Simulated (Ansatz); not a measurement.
# AgRh (P-6m2): majority and minority states

The source of the geometry is a structure from the Materials Project; atoms and cell stay fixed.

Functional, mesh and filling: PBE, 14×14×7 k mesh, Fermi–Dirac smearing of 0.05 eV. LAPW is all-electron LAPW in Ansatz 0.2.0. Site moments are integrated in spheres about the atoms.

The run was typed so:

```yaml
crystal:
  lattice:
    - [2.7775881998, 0.0, 0.0]
    - [-1.3887940999, 2.4054619423, 0.0]
    - [0.0, 0.0, 4.808602]
  atoms:
    - { symbol: Ag, position: [0.0, 0.0, 0.5] }
    - { symbol: Rh, position: [0.6666666667, 0.3333333333, 0.0], spin: 0.4 }
magnetization:
  spin_polarized: true
kpoints:
  mp_grid: { grid: [14, 14, 7] }
scf:
  occupations: { method: fermi_dirac, width: 0.05 }
  lower_state_search: "off"
hamiltonian:
  xc: pbe
  pseudopotentials: { kind: all_electron, lapw: { basis_error: 0.001 } }
output:
  forces: true
  stress: true
  eigenvalues: false
  populations: true
  dos: { projected: true, de: 0.1, e_range: [-8, 5] }
```

Command: `ansatz run input.yaml --threads 1 --pin off --max-ram 3072MiB --backend cpu --events-out ev --progress --plain --runs-dir out`

Density of states, smoothed by a Gaussian of 0.15 eV:

| E − E_F (eV) | majority (states/eV/cell) | minority (states/eV/cell) |
| --- | --- | --- |
| -7.00 | 0.03 | 0.03 |
| -6.70 | 0.07 | 0.07 |
| -6.40 | 0.11 | 0.11 |
| -6.10 | 0.26 | 0.24 |
| -5.80 | 0.90 | 0.85 |
| -5.50 | 1.62 | 1.48 |
| -5.20 | 2.28 | 2.22 |
| -4.90 | 1.51 | 1.61 |
| -4.60 | 2.34 | 1.94 |
| -4.30 | 2.06 | 2.37 |
| -4.00 | 1.90 | 1.76 |
| -3.70 | 2.34 | 2.19 |
| -3.40 | 2.08 | 2.22 |
| -3.10 | 1.82 | 1.60 |
| -2.80 | 1.43 | 1.50 |
| -2.50 | 1.33 | 1.12 |
| -2.20 | 1.72 | 1.30 |
| -1.90 | 1.34 | 1.61 |
| -1.60 | 1.29 | 1.26 |
| -1.30 | 1.47 | 1.29 |
| -1.00 | 1.48 | 1.35 |
| -0.70 | 1.68 | 1.28 |
| -0.40 | 1.93 | 1.52 |
| -0.10 | 1.12 | 1.81 |
| 0.20 | 0.56 | 1.32 |
| 0.50 | 0.49 | 0.70 |
| 0.80 | 0.44 | 0.51 |
| 1.10 | 0.34 | 0.44 |
| 1.40 | 0.33 | 0.36 |
| 1.70 | 0.35 | 0.37 |
| 2.00 | 0.31 | 0.35 |
| 2.30 | 0.28 | 0.30 |
| 2.60 | 0.27 | 0.28 |
| 2.90 | 0.26 | 0.27 |
| 3.20 | 0.26 | 0.27 |
| 3.50 | 0.24 | 0.25 |
| 3.80 | 0.23 | 0.24 |
| 4.10 | 0.24 | 0.24 |
| 4.40 | 0.24 | 0.25 |

What spin moment does the cell carry?

0.46 μB. Site moments (μB): Ag1 0.02, Rh2 0.46.

Löwdin populations of d and f shells (filled inner shells left out):

| shell | up | down |
| --- | --- | --- |
| Ag1 4d | 4.92 | 4.90 |
| Rh2 4d | 4.38 | 3.92 |

The Ansatz runs typed with the search for lower states off end where their start leads. None of this fixes the real material's magnetic order: only patterns that fit the cell were computed, at zero temperature, with a functional that can overstate moments.
